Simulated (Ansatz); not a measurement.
The relaxed structure here is a generated cell of VN: the first start was made by a random draw of sites in a space group, and the end was not matched to a known phase here, so it may be hypothetical. Known forms of VN include space group No. 225.

A relaxed structure of VN. Space group Pm-3m (No. 221), CsCl type. Computed with PBEsol (plane waves to 420 eV, PAW, scalar-relativistic; Ansatz, a quantum-chemistry and plane-wave program).

```cif
data_NV
_chemical_formula_sum 'N1 V1'
_space_group_name_H-M_alt 'Pm-3m'
_space_group_IT_number 221
_space_group_name_Hall '-P 4 2 3'
_cell_length_a 2.51374
_cell_length_b 2.51374
_cell_length_c 2.51374
_cell_angle_alpha 90.000
_cell_angle_beta 90.000
_cell_angle_gamma 90.000
loop_
_atom_site_label
_atom_site_type_symbol
_atom_site_symmetry_multiplicity
_atom_site_Wyckoff_symbol
_atom_site_fract_x
_atom_site_fract_y
_atom_site_fract_z
_atom_site_occupancy
N1 N 1 b 0.50000 0.50000 0.50000 1
V1 V 1 a 0.00000 0.00000 0.00000 1
```

### Question
What is the computed magnetic moment (PBEsol)?

### Answer
Zero (the starting moments vanished).

No spin polarisation in the result: the starting moments vanished.

The run could not lose the symmetry of its start; a randomly shaken copy of 4 atoms returns to this structure.

All atoms sit on sites fixed by symmetry, so only the cell could relax.
